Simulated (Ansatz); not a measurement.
SiGe, first-principles data

SiGe:
```
SiGe
1.0
    3.19720     0.00000     0.00000
    0.00000     3.19720     0.00000
    0.00000     0.00000     3.19720
Ge Si
1 1
Cartesian
  0.00000   0.00000   0.00000
  1.59860   1.59860   1.59860
```

Space group Pm-3m (No. 221), CsCl type; conventional cell a = b = c = 3.197 Å, α = β = γ = 90.00°.

Method: PBEsol in the plane-wave PAW code Ansatz. The cell and atoms are relaxed at this level. Other levels are named where they apply.

Cell and energy:

```json
{
 "volume_per_atom": "16.34 Å³",
 "density": "5.12 g/cm³",
 "Formation energy from the elements (no fitted shifts)": "0.41 eV/atom"
}
```

Electronic structure:

```json
{
  "electronic_character": "metallic (no gap)",
  "Density of states at the Fermi level": "0.48 states/eV per atom (mean over ±0.08 eV)",
  "Gap with spin–orbit coupling": "none (metallic)"
}
```

Mechanics:

```json
{
  "Bulk modulus (Birch–Murnaghan fit)": "85.1 GPa",
  "Pressure derivative B′": "4.8",
  "Elastic constants (relaxed ions, GPa)": "C11 = 67.2, C12 = 94.7, C44 = 21.2",
  "mechanical_stability": "unstable (C has a negative eigenvalue)"
}
```

Phonons:

```json
{
 "highest_zone_centre_frequency": "147 cm^-1",
 "zone_centre_stability": "no imaginary mode at Γ"
}
```

A made-up cell: these elements were put on the sites of a structure type; neither database checked (COD, Materials Project) lists it. Whether it is the stable phase at ambient conditions was not checked. Symmetry was held in the PBEsol relaxation. As this level gives no gap, shear constants depend on the k-mesh and smearing (Fermi–Dirac, 0.1 eV here). As this level gives no gap, phonon frequencies hold no LO–TO term and depend on the k-mesh and smearing (Fermi–Dirac, 0.1 eV here). On the denser mesh and wider smearing of the elastic run this cell carries a stress of 0.3 GPa. The references are the lowest solids computed at this level, not always the standard phases. Spin–orbit coupling is left out wherever it is not named.

Potentials: the later of the program's two PAW sets.
